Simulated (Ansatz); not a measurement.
Pressure coefficients of MnS

```cif
data_structure
_symmetry_space_group_name_H-M 'P 1'
_symmetry_Int_Tables_number 1
_cell_length_a 3.6076
_cell_length_b 3.6076
_cell_length_c 3.6076
_cell_angle_alpha 60.000
_cell_angle_beta 60.000
_cell_angle_gamma 60.000
_cell_volume 33.20
loop_
_atom_site_label
_atom_site_type_symbol
_atom_site_fract_x
_atom_site_fract_y
_atom_site_fract_z
_atom_site_occupancy
Mn1 Mn 0.00000 0.00000 0.00000 1
S1 S 0.50000 0.50000 0.50000 1
```

The runs use the primitive cell with vectors (0.000, 2.551, 2.551), (2.551, 0.000, 2.551), (2.551, 2.551, 0.000) Å, to which the k mesh refers.

Conventional cell: a = 5.102 Å, b = 5.102 Å, c = 5.102 Å, α = 90.00°, β = 90.00°, γ = 90.00°. Mn (atom 1) has 6 S at 2.55 Å as nearest neighbours. S (atom 2) is surrounded by 6 Mn at 2.55 Å.

The structure comes from a relaxation in the same program, started in the rocksalt type, and has space group Fm-3m. Whether it is a known phase or the ground state wasn't checked.

Other magnetic orders may lie lower; this is the state that the run reached.

Method: DFT, PBE, all-electron LAPW, scalar-relativistic in Ansatz 0.2.0.

The runs use a Γ-centred 16×16×16 k mesh, Fermi–Dirac smearing of 0.08 eV, basis error target 0.5 meV/atom, spin-polarised from start moments Mn1 4 μB.

The cell is scaled evenly with fractional coordinates held.

| V/V(cell) | P (GPa) | cell moment (μB) |
| --- | --- | --- |
| 0.9700 | 1.76 | 4.409 |
| 1.0000 | 0.02 | 4.511 |
| 1.0300 | -1.63 | 4.593 |
| 1.0600 | -3.02 | 4.671 |

(1) From the rows at 0.9700 and 1.0300, what is the bulk modulus at the cell's volume?

(2) How does the moment scale with volume?

(3) Predict the row at V/V(cell) = 0.9405. How far is a linear estimate of P off?

Answers

(1) B = −ΔP/Δln V = −[(-1.63) − (1.76)]/0.06002 = 56.5 GPa.

(2) dln M/dln V = ln(4.593/4.409)/0.06002 = 0.7: expansion raises it.

(3) P = 3.49 GPa, moment 4.282 μB. The linear estimate P(cell) − B ln(V/V(cell)) = 3.49 GPa misses by 0.00 GPa.
